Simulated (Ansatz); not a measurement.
An Ansatz (an electronic-structure program) input:

Ansatz 0.2 input:
```yaml
crystal:
  lattice:
    - [0.0, 3.5316749799, 3.5316749799]
    - [3.5316749799, 0.0, 3.5316749799]
    - [3.5316749799, 3.5316749799, 0.0]
  atoms:
    - { symbol: Ba, position: [0.0, 0.0, 0.0] }
    - { symbol: Te, position: [0.5, 0.5, 0.5] }
kpoints:
  mp_grid: { grid: [5, 5, 5] }
hamiltonian:
  xc: hse06
  pseudopotentials: { kind: paw }
scf:
  n_extra_bands: 6
  occupations: { method: fixed }
output:
  eigenvalues: true
  eigenstates:
    e_range: [-9.0, 11.0]
    kpoints:
      - [0.0, 0.0, 0.0]  # VBM
      - [0.0, 0.5, 0.5]  # CBM
      - [0.0, 0.0, 0.0]  # GAMMA
      - [0.5, 0.0, 0.5]  # X
      - [0.5, 0.5, 0.5]  # L
      - [0.5, 0.25, 0.75]  # W
      - [0.375, 0.375, 0.75]  # K
      - [0.625, 0.25, 0.625]  # U
```

Question: How many symmetry operations and irreducible k-points will the run report?

Answer: 48 operations, 10 of 125 k-points.

Question: With a cutoff of 420 eV, how many plane waves at Γ?

Answer: 1759.

It took about 3 core-minutes (a rough figure) on shared server cores.

The points marked VBM and CBM come from a semilocal run.

Space group Fm-3m (rock salt). Symmetry was held in the r²SCAN relaxation; of distortions, only those at the zone centre were tested. Scalar-relativistic: spin–orbit coupling is off unless named, which matters more the heavier the elements.

Potentials: the later of the program's two PAW sets.

Ansatz is a plane-wave DFT program.
